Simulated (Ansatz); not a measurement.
Structures of Sn2Sb: which is lowest?

Plane-wave DFT in Ansatz with scalar-relativistic PAW potentials, cutoff 420 eV, Γ-centred meshes chosen by cell and gap, Gaussian smearing with energies taken to zero width. Every cell was relaxed (cell and atoms) in a run of its own, within the symmetry of its start. Functional: PBE.

Relaxed structures (starts from databases or built by putting these elements on another compound's sites):
A. P4/nmm, 6 atoms in the computed cell, a = 4.379 Å, c = 9.218 Å; sites (symmetry × multiplicity) Sn -4m2 × 2 + 4mm × 2, Sb 4mm × 2; start: built
B. R3m, 3 atoms in the computed cell, a = 4.234 Å, c = 17.621 Å; sites (symmetry × multiplicity) Sn 3m × 3 + 3m × 3, Sb 3m × 3; start: built
C. P6/mmm, 3 atoms in the computed cell, a = 5.444 Å, c = 3.236 Å; sites (symmetry × multiplicity) Sn -6m2 × 2, Sb 6/mmm × 1; start: built
D. Pnnm, 6 atoms in the computed cell, a = 6.189 Å, b = 7.639 Å, c = 4.187 Å; sites (symmetry × multiplicity) Sn ..m × 4, Sb ..2/m × 2; start: built

Question: Rank them by energy. Could pressure change the order?

Answer:
| structure | group | E − E(lowest) (meV/atom) | V (Å³/atom) | gap on mesh (eV) |
| --- | --- | --- | --- | --- |
| B | R3m | 0.0 | 30.39 | 0.00 |
| A | P4/nmm | 10.1 | 29.46 | 0.00 |
| D | Pnnm | 74 | 32.99 | 0.00 |
| C | P6/mmm | 75 | 27.69 | 0.00 |

B is lowest, 10 meV/atom under A. A is denser by 0.93 Å³/atom, so pressure favours it: ΔE/ΔV, with ΔE in eV and 1 eV/Å³ = 160.2 GPa, gives about 1.7 GPa for equal enthalpy if both cells were rigid, a rough figure since the two compress differently. Other structures may lie lower than all of these, and vibrations aren't counted.

Spin-orbit coupling is left out, which matters for the bands of heavy elements.